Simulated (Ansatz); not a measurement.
LuTe (rock salt, Fm-3m) at seven volumes, DFT-PBEsol in the program Ansatz with PAW potentials, scaled uniformly. One row is withheld.

| V (Å³/atom) | P (GPa) |
|---|---|
| 23.957 | 8.49 |
| 24.747 | ? |
| 25.537 | 2.39 |
| 26.326 | 0.00 |
| 27.116 | -2.03 |
| 27.906 | -3.74 |
| 28.696 | -5.21 |

Question: Fit the shown pressures and predict the withheld one.

Answer: Third-order Birch–Murnaghan: P = (3/2)B₀(x^(7/2) − x^(5/2))[1 + (3/4)(B′ − 4)(x − 1)] with x = (V₀/V)^(2/3). Least squares on the six rows gives V₀ = 26.327 Å³/atom, B₀ = 73.08 GPa, B′ = 4.40. At V = 24.747, x = 1.0421 and P = 5.18 GPa. The run itself gave 5.20 GPa.

The workflow started from an entry of the Crystallography Open Database (COD). Whether it is the stable phase at ambient conditions was not checked. The cell was relaxed with PBEsol under the symmetry of its start; its stability against distortions is not shown here. Scalar-relativistic: spin–orbit coupling is off unless named, which matters more the heavier the elements.

Potentials: the later of the program's two PAW sets.
